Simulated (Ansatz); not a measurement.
**What DFT gives for CaRe₂Ge₂**

```
Ca Re Ge
1.0
     0.00000    4.25428    0.00000
     4.25428    0.00000    0.00000
     2.12714    2.12714   -4.91211
Ca Re Ge
1 2 2
Direct
  0.00000 0.00000 0.00000
  0.75000 0.25000 0.50000
  0.25000 0.75000 0.50000
  0.37900 0.37900 0.24200
  0.62100 0.62100 0.75800
```

Single point in Ansatz 0.2.0 with PBE, no spin polarisation. Cutoff 420 eV, PAW datasets, 9×9×9 Γ-centred k mesh, gaussian filling (width 0.0461 eV).

Problem. Give the Bader charges.

Solution. Bader charges in e: Ca +1.34, Re -0.34, Ge -0.33. In the mean Ca gives up most and Re takes most.

Problem. Is the cell too large or too small?

Solution. The pressure is 7.7 GPa (compression positive), so with the atoms held at these fractions the cell would first expand. The principal stresses 1.9, 1.9, 19.2 GPa differ, so its shape would change too.

Problem. Metal or insulator?

Solution. It is a metal, with about 4.6 states/eV a cell as the mean within 0.25 eV of the Fermi level, mostly Re d (82 %).

Problem. Describe some of the short contacts.

Solution. Ge–Ge at 2.38 Å: least valence density 0.53 e/Å³ and ELF 0.69 there. Re–Ge at 2.48 Å: least valence density 0.52 e/Å³ and ELF 0.45 there. Ca–Ge at 3.23 Å: least valence density 0.10 e/Å³ and ELF 0.08 there. These are pseudo-fields; inside the PAW spheres they differ from the all-electron ones.

Origin: a known structure type with other elements, at an estimated volume, so it need not be a known compound.
